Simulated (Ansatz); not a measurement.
Ag:
```
CELL_PARAMETERS angstrom
      0.00000     2.00091     2.00091
      2.00091     0.00000     2.00091
      2.00091     2.00091     0.00000
ATOMIC_POSITIONS crystal
  Ag 0.00000 0.00000 0.00000
```

Relaxed with LDA. Special points in fractions of this cell's reciprocal vectors: Γ (0.000, 0.000, 0.000); X (0.500, 0.000, 0.500); U (0.625, 0.250, 0.625); K (0.375, 0.375, 0.750); L (0.500, 0.500, 0.500); W (0.500, 0.250, 0.750).

List the band energies nearest the Fermi level at these points for LDA in the plane-wave PAW code Ansatz.

In eV from the Fermi level; about four levels below and three above (degenerate sets whole), none deeper than 8.9 eV; … stands for higher levels left out; points with the same levels are listed once.

```
k                          below        above
-  -----------------------------  -----------
Γ  -5.11 -5.11 -5.11 -3.93 -3.93      15.89 …
X        -6.79 -3.06 -2.79 -2.79  1.36 7.07 …
U        -6.00 -4.33 -3.68 -3.12  4.32 5.31 …
L  -5.13 -5.13 -3.03 -3.03 -0.73       3.79 …
W        -5.43 -5.43 -3.93 -2.79  6.05 6.05 …
```

Space group Fm-3m (fcc (Cu type)). The cell keeps a stress of up to 0.2 GPa. The LDA relaxation kept the symmetry of its start. The run is not spin-polarised. Scalar-relativistic: spin–orbit coupling is off unless named, which matters more the heavier the elements.

Potentials: the later of the program's two PAW sets.
